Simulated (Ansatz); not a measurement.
Relaxed candidate structures of B$_{6}$P:

A. Pm-3 (No. 200), cP7; a = b = c = 3.7503 Å, α = β = γ = 90.00°; B 6g (0.000, 0.272, 0.500); P 1a (0.000, 0.000, 0.000)

B. Immm (No. 71), oI14; a = 3.910 Å, b = 5.180 Å, c = 5.841 Å, α = β = γ = 90.00°; B 2c (0.000, 0.000, 0.500); B 2a (0.000, 0.000, 0.000); B 8l (0.000, 0.180, 0.255); P 2b (0.500, 0.000, 0.000)

C. Fmm2 (No. 42), oF28; a = 5.788 Å, b = 6.680 Å, c = 9.154 Å, α = β = γ = 90.00°; B 8c (0.000, 0.264, 0.184); B 16e (0.242, 0.124, 0.209); P 4a (0.000, 0.000, 0.544)

Q: Put the candidates in order of energy per atom, lowest first, for r2SCAN (plane waves to 500 eV, PAW, scalar-relativistic; Ansatz, a quantum-chemistry and plane-wave program).

A: C (reference, the lowest of the structures calculated here), B (+0.40 eV/atom), A (+1.20 eV/atom)

Each run could gain symmetry but not lose that of its start, so entries can be saddle points. All of these are generated cells (placed on structure types, drawn at random, substituted or restacked) that were not matched to a known phase here. The real structure of this composition may not be among these, and whether this composition forms is not checked here. Static energies at zero pressure. No spin polarisation in the result. The relaxed primitive cell holds an odd number of electrons. A magnetic state may lie lower. Without a van der Waals term the distances between weakly bound units are poorly fixed.
